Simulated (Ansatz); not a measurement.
Bi (A7 type, space group R-3m)

```
Bi
1.0
    2.26684     1.30876     3.88461
   -2.26684     1.30876     3.88461
    0.00000    -2.61752     3.88461
Bi
2
Direct
  0.23720   0.23720   0.23720
  0.76280   0.76280   0.76280
```

The slice is a (1 -1 0 2) plane (indices of the conventional cell) through the point (0.237, 0.237, 0.237) (fractional), spanned by u = [1 0 -1] and v = [010] in vectors of this cell: u (4.53 Å) and v (4.68 Å, at 90° to u). It covers one period; positions are fractions (u, v).

The numbers are results of PBE-D3(BJ) (plane waves to 420 eV, PAW, scalar-relativistic; Ansatz, a first-principles code), not measurements. k mesh 13×13×13. These are valence fields of a PAW run, semicore shells included where kept as valence: close to a nucleus they are smooth pseudo fields. Bi was relaxed with its symmetry unable to fall. Spin-orbit coupling is left out, though Bi is heavy. The PAW data are Ansatz's earlier set.

Task: Predict the map of the valence electron density on the slice.

Result: 
```
|9999876433211000000112334678999|
|9998875433211111111112334578899|
|9988765433221111111122334567889|
|8887654433222222222222334456788|
|7776544333222222222222333445677|
|6655443333333333333333333344556|
|4444433333333444444333333334444|
|3333333333344555555443333333333|
|3322223333445666666544333322223|
|2222222334456777777654433222222|
|1111222334567888888765433222111|
|1111122344678899998876443221111|
|0001122345678999999876543221100|
|0000112345678999999876543211000|
|0000112345678999999876543211000|
|0000112345678899998876543211000|
|0000112334577889988775433211000|
|0000112234567788887765432211000|
|0000111233456677776654332111000|
|0001111223345566665543322111100|
|1111111222334455554433222111111|
|2222111222233344443332222111222|
|3222222222222333333222222222222|
|3333322221122222222221122223333|
|4444333221111111111111122333444|
|6655443222111111111111222344556|
|7776544322110000000011223445677|
|8887654332110000000011233456788|
|9988765432110000000011234567889|
|9998875432210000000012234578899|
|9999876432210000000012234678999|
|9999876433211000000112334678999|
```
Scale: ten equal steps from -1.31 (start of '0') to 0.94 (end of '9'), in the order '0123456789'. Values: log₁₀ of the valence density in e/Å³. The map has 31 points along u (one character each, u = 0 at the left) and 32 along v (v = 0 in the bottom row). The scale is logarithmic, as a density can span decades between atoms and voids.
